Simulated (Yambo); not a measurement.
Yambo run on RbH (rock salt, space group Fm-3m, No. 225). The wavefunctions are PBEsol (pw.x of Quantum ESPRESSO, ONCV potentials, with spin-orbit coupling) ones on a 4×4×4 mesh (10 occupied bands); a = 4.2484 Å, b = 4.2484 Å, c = 4.2484 Å, α = 60.00°, β = 60.00°, γ = 60.00°.

Yambo input:

```
rim_cut
gw0
dyson
el_el_corr
HF_and_locXC
cohsex
em1s
RandQpts= 1000000
RandGvec= 1 Ry
EXXRLvcs= 72 Ry
VXCRLvcs= 288 Ry
Chimod= "HARTREE"
% BndsRnXs
 1 | 190 |
%
NGsBlkXs= 8 Ry
% LongDrXs
 1.0 | 1.0 | 1.0 |
%
ExtendOut
% QPkrange
 3 | 3 | 10 | 11 |
%
```

k points by index: 3 = L.

The o-*.qp file then holds:

```
#    K-point    Band    Eo [eV]    E [eV]    E-Eo [eV]    Vxc [eV]    Vnlxc [eV]    Sc|Eo [eV]    Re(Z)    Im(Z)
#
    3    10    0.000000    -3.822431    -3.822431    -10.11790    -13.63413    -0.306204    1.000000    0.000000
    3    11    2.722066    2.522058    -0.200008    -6.583000    -2.833893    -3.949115    1.000000    0.000000
```
(The two width columns are left out.) Convergence of these settings isn't established.

Geometry of the Materials Project entry, not relaxed at this level.
